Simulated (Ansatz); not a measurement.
The bulk modulus of GePt from a series of volumes

Reference cell: a structure deposited in the COD whose atoms were relaxed with PBE, the cell held.

```cif
data_GePt
_symmetry_space_group_name_H-M 'Pnma'
_symmetry_Int_Tables_number 62
_cell_length_a 5.7320
_cell_length_b 3.7010
_cell_length_c 6.0880
_cell_angle_alpha 90.000
_cell_angle_beta 90.000
_cell_angle_gamma 90.000
loop_
_atom_site_label
_atom_site_type_symbol
_atom_site_symmetry_multiplicity
_atom_site_Wyckoff_symbol
_atom_site_fract_x
_atom_site_fract_y
_atom_site_fract_z
Ge Ge 4 c 0.8168 0.7500 0.5879
Pt Pt 4 c 0.9981 0.7500 0.1902
```

One atom of each set is listed.

Level of theory: DFT, PBE, plane waves and PAW, scalar-relativistic, 420 eV cutoff, Γ-centred 8×13×8 k-points, Fermi–Dirac smearing 0.05 eV (Ansatz 0.2.0).

The cell is scaled uniformly, and the ions relax again at each size.

| V/V₀ | pressure (GPa) |
| --- | --- |
| 0.94 | 20.2 |
| 0.96 | ? |
| 0.98 | 11.0 |
| 1.00 | 7.1 |
| 1.02 | 3.7 |
| 1.04 | 0.8 |
| 1.06 | -1.9 |

**Question.** Estimate the row at V/V₀ = 0.96, the equilibrium volume and the bulk modulus.

**Answer.** pressure (GPa): 15.3. Worked: a parabola in ln(V/V₀) through the other 6 rows gives 15.4 GPa there. It crosses zero pressure at V/V₀ = 1.045, the equilibrium volume of this functional, where the bulk modulus is B = −dP/d ln V = 140 GPa. The shape of the cell is held, so in this non-cubic crystal both values are those of uniform scaling, and B is an upper bound to the hydrostatic one.
